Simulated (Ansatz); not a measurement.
Pd₃S₂Cl₂: reading a single point

```
Cl S Pd
1.0
    -4.14199    4.14199    4.14199
     4.14199   -4.14199    4.14199
     4.14199    4.14199   -4.14199
Cl S Pd
4 4 6
Direct
  0.04400 0.04400 0.04400
  0.50000 0.00000 0.45600
  0.45600 0.50000 0.00000
  0.00000 0.45600 0.50000
  0.53600 0.53600 0.53600
  0.50000 0.00000 0.96400
  0.96400 0.50000 0.00000
  0.00000 0.96400 0.50000
  0.25000 0.54800 0.29800
  0.75000 0.95200 0.20200
  0.29800 0.25000 0.54800
  0.20200 0.75000 0.95200
  0.54800 0.29800 0.25000
  0.95200 0.20200 0.75000
```

Level: PBEsol, no spin polarisation; 420 eV; 6×6×6 Γ-centred mesh; cold occupations (width 0.0986 eV); Ansatz 0.2.0, fixed geometry.

What does the stress say?

The pressure is -1.5 GPa (compression positive), so with the atoms held at these fractions the cell would first shrink; the forces are large, so a full relaxation may end otherwise.

Where is the largest force?

The largest is on S8 (and as large on other atoms): 0.93 eV/Å, components (-0.53, 0.53, -0.53). It makes 123° with the line to a nearest neighbour, Pd10 at 2.24 Å.

How is the charge shared?

Bader charges in e: Pd +0.46, S -0.29, Cl -0.41. In the mean Pd gives up most and Cl takes most.

What happens at the Fermi level?

It is a metal, with about 8.7 states/eV a cell as the mean within 0.25 eV of the Fermi level, mostly S p (43 %), Pd d (40 %) and Cl p (12 %).

Is it stable against the elements?

-0.11 eV an atom against the elements' usual phases (free molecules for gases, crystals otherwise, with no correction for O₂ or N₂), so it is bound against them; other compounds may still compete. Relaxing would lower it.

Origin: a known structure type with other elements, at an estimated volume, so it need not be a known compound. Caveats: many states at the Fermi level without spin polarisation, so a magnetic state may lie lower.
